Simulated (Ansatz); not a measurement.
Te2Au:
```xyz
3
Lattice="3.6249 2.1034 0.0000 -3.6249 2.1034 0.0000 -0.0074 0.0000 5.1791" Properties=species:S:1:pos:R:3 pbc="T T T"
Au     0.0000     0.0000     0.0000
Te     1.2832     2.1034     1.4935
Te    -1.2907     2.1034     3.6856
```

Relaxed with r²SCAN. Special points in fractions of this cell's reciprocal vectors: Γ (0.000, 0.000, 0.000); C (0.334, 0.334, 0.000); C2 (-0.334, 0.666, 0.000); Y2 (-0.500, 0.500, 0.000); M2 (-0.500, 0.500, 0.500); D (-0.334, 0.666, 0.500); D2 (0.334, 0.334, 0.500); A (0.000, 0.000, 0.500); L2 (0.000, 0.500, 0.500); V2 (0.000, 0.500, 0.000).

### Question
List the band energies nearest the Fermi level at these points for DFT-r²SCAN in the program Ansatz with PAW potentials.

### Answer
In eV from the Fermi level; about four levels below and three above (degenerate sets whole), none deeper than 8.9 eV; points with the same levels are listed once.

```
k                     below           above
--  -----------------------  --------------
Γ   -0.77 -0.65 -0.16 -0.09  1.17 3.27 3.58
C   -1.65 -1.53 -1.13 -1.05  1.70 6.72 7.28
Y2  -3.72 -3.58 -2.62 -0.66  1.85 3.84 4.65
M2  -4.28 -1.72 -1.13 -0.84  0.22 4.31 5.33
D   -4.54 -4.33 -3.74 -3.70  2.24 2.29 5.24
A   -2.22 -2.06 -1.78 -1.53  1.30 1.38 4.50
L2  -4.25 -1.79 -0.90 -0.42  0.57 3.97 4.88
V2  -3.65 -3.45 -2.60 -1.13  1.91 3.87 5.18
```

Space group C2/m. The workflow started from an entry of the Crystallography Open Database (COD), which files this formula under 3 space groups. Its standing as an ambient phase is unchecked. The cell was relaxed with r²SCAN under the symmetry of its start; whether a distortion lowers the energy is not shown. With an odd number of electrons in the cell and no spin polarisation, the count alone makes it a metal. Scalar-relativistic: spin–orbit coupling is off unless named, which matters more the heavier the elements.

Potentials: the later of the program's two PAW sets.
